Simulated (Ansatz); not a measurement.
Total density of states per atom from PBE in the plane-wave PAW code Ansatz, in 0.25 eV bins, energy from the valence-band maximum:

```
E (eV) | states/eV/atom
    -7.85 | ############ 0.25
    -7.60 | ######## 0.18
    -7.35 | ######## 0.16
    -7.10 | ######### 0.20
    -6.85 | ################### 0.39
    -6.60 | ################### 0.39
    -6.35 | ################ 0.33
    -6.10 | ######################## 0.50
    -5.85 | ########################### 0.56
    -5.60 | ########################## 0.54
    -5.35 | ################## 0.38
    -5.10 | ############## 0.30
    -4.85 | ############## 0.30
    -4.60 | ############### 0.32
    -4.35 | ################ 0.34
    -4.10 | ############### 0.32
    -3.85 | ####################### 0.48
    -3.60 | ############################ 0.60
    -3.35 | ################ 0.35
    -3.10 | ################ 0.34
    -2.85 | #################### 0.41
    -2.60 | ################### 0.40
    -2.35 | ################ 0.34
    -2.10 | ############# 0.27
    -1.85 | ########### 0.24
    -1.60 | ############ 0.25
    -1.35 | ############### 0.32
    -1.10 | ################ 0.33
    -0.85 | ############ 0.24
    -0.60 | ########## 0.20
    -0.35 | ######### 0.18
    -0.10 | ##### 0.10
     0.15 |  0.01
     0.40 | # 0.03
     0.65 | ## 0.05
     0.90 | #### 0.08
     1.15 | ##### 0.11
     1.40 | ####### 0.15
     1.65 | ######### 0.20
     1.90 | ########### 0.24
     2.15 | ############ 0.26
     2.40 | ############# 0.27
     2.65 | ############ 0.24
     2.90 | ########## 0.21
     3.15 | ####### 0.15
     3.40 | #### 0.08
     3.65 | ########### 0.22
     3.90 | ############################## 0.63
     4.15 | ########################### 0.57
     4.40 | ############### 0.32
     4.65 | ########### 0.24
     4.90 | ########### 0.23
```

**Question.** Pick the material that matches.
(A) SiC, 6H polytype
(B) BN, zinc blende
(C) C, Ibam (C on 8j, C on 4a)
(D) AlSiCN, R3m (Al on 3a, N on 3a, Si on 3a, C on 3a)

**Answer.** D, AlSiCN, R3m (Al on 3a, N on 3a, Si on 3a, C on 3a). Top 1 eV of the valence band: C 2p 79 %, Al 3p 9 %. Bottom 1 eV of the conduction band: Si 3p 38 %, N 2s 17 %, Al 3p 13 %, Si 3s 7 %, C 2p 5 %, outside the projected shells 11 %. Projections are on Löwdin-orthogonalised atomic valence shells; empty p or d shells of many metals are not among them.

The start of the workflow was typed in or built on a structure type; neither database checked (COD, Materials Project) lists it. Its standing as an ambient phase is unchecked. The cell was relaxed with PBE under the symmetry of its start; whether a distortion lowers the energy is not shown.

Potentials: the earlier of the program's two PAW sets.
